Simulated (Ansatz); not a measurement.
BP:
```cif
data_B4P4
_chemical_formula_sum 'P4 B4'
_space_group_name_H-M_alt 'F-43m'
_space_group_IT_number 216
_space_group_name_Hall 'F -4 2 3'
_cell_length_a 4.54856
_cell_length_b 4.54856
_cell_length_c 4.54856
_cell_angle_alpha 90.000
_cell_angle_beta 90.000
_cell_angle_gamma 90.000
loop_
_atom_site_label
_atom_site_type_symbol
_atom_site_symmetry_multiplicity
_atom_site_Wyckoff_symbol
_atom_site_fract_x
_atom_site_fract_y
_atom_site_fract_z
_atom_site_occupancy
P1 P 4 c 0.25000 0.25000 0.25000 1
B1 B 4 a 0.00000 0.00000 0.00000 1
```
(The calculation used a cell of 2 atoms; values per cell refer to that cell.)

Relaxed with PBE.

Q: Decompose the optical modes at the zone centre into irreducible representations, and say which are infrared and Raman allowed.

A: Point group -43m: Γ_opt = T2. Infrared: T2. Raman: T2.

Q: Assign frequencies (DFPT, the program Ansatz at the PBE level (PAW); without the LO–TO term).

A: T2 800 cm⁻¹.

The cell was relaxed with PBE under the symmetry of its start; phonons on a q-mesh show no instability.

Potentials: the later of the program's two PAW sets.
